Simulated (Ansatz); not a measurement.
## YCl, one cell by several methods

```
Y Cl
1.0
     1.87615    1.08320    9.17500
    -1.87615    1.08320    9.17500
     0.00000   -2.16639    9.17500
Y Cl
2 2
Direct
  0.21683 0.21683 0.21683
  0.78317 0.78317 0.78317
  0.38830 0.38830 0.38830
  0.61170 0.61170 0.61170
```

Atom numbers follow the list: Y1, Y2, Cl3, Cl4.

The cell is COD entry 4344519, as deposited and not checked against the literature; nothing was relaxed.

Methods: DFT, PBEsol, PAW with Ansatz's default frozen-core files, scalar-relativistic (Ansatz 0.2.0); DFT, PBEsol, all-electron PAW with datasets made for the crystal, scalar-relativistic (Ansatz 0.2.0); DFT, PBEsol, all-electron LAPW, scalar-relativistic (Ansatz 0.2.0).

For PAW: a Γ-centred 8×8×8 k mesh, Fermi–Dirac smearing of 0.02 eV, cutoff 420 eV, no spin polarisation; the PAW files were made with PBE, and the program remakes their frozen cores for this functional. The crystal-made all-electron datasets (AE datasets) take a cutoff of 220 eV at this cell. LAPW targets a basis error of 1 meV/atom. The Ansatz runs share mesh, smearing and spin set-up. Plane-wave (PAW) pressures include the program's estimate of the Pulay term.

Stress and pressure are positive in compression.

Levels count from the Fermi level.

```json
{"quantity": "pressure (GPa)", "PAW": "-0.68", "AE datasets": "-0.67", "LAPW": "-0.68"}
{"quantity": "stress xx (GPa)", "PAW": "-1.48", "AE datasets": "-1.48", "LAPW": "-1.48"}
{"quantity": "stress zz (GPa)", "PAW": "0.92", "AE datasets": "0.93", "LAPW": "0.93"}
{"quantity": "force on Y1, z (eV/Å)", "PAW": "0.122", "AE datasets": "0.120", "LAPW": "0.121"}
{"quantity": "highest filled level at L (eV)", "PAW": "-0.020", "AE datasets": "-0.020", "LAPW": "-0.020"}
{"quantity": "lowest empty level at L (eV)", "PAW": "1.093", "AE datasets": "1.093", "LAPW": "1.093"}
{"quantity": "highest filled level at H0 (eV)", "PAW": "-0.019", "AE datasets": "-0.019", "LAPW": "-0.019"}
{"quantity": "lowest empty level at H0 (eV)", "PAW": "0.001", "AE datasets": "0.001", "LAPW": "0.001"}
{"quantity": "highest filled level at S2 (eV)", "PAW": "-0.004", "AE datasets": "-0.004", "LAPW": "-0.004"}
{"quantity": "lowest empty level at S2 (eV)", "PAW": "2.398", "AE datasets": "2.398", "LAPW": "2.398"}
```

PAW's pressure differs from the LAPW value by about 0.01 GPa or less. Datasets made for the crystal and LAPW share parts of one code, so their agreement isn't an independent check.
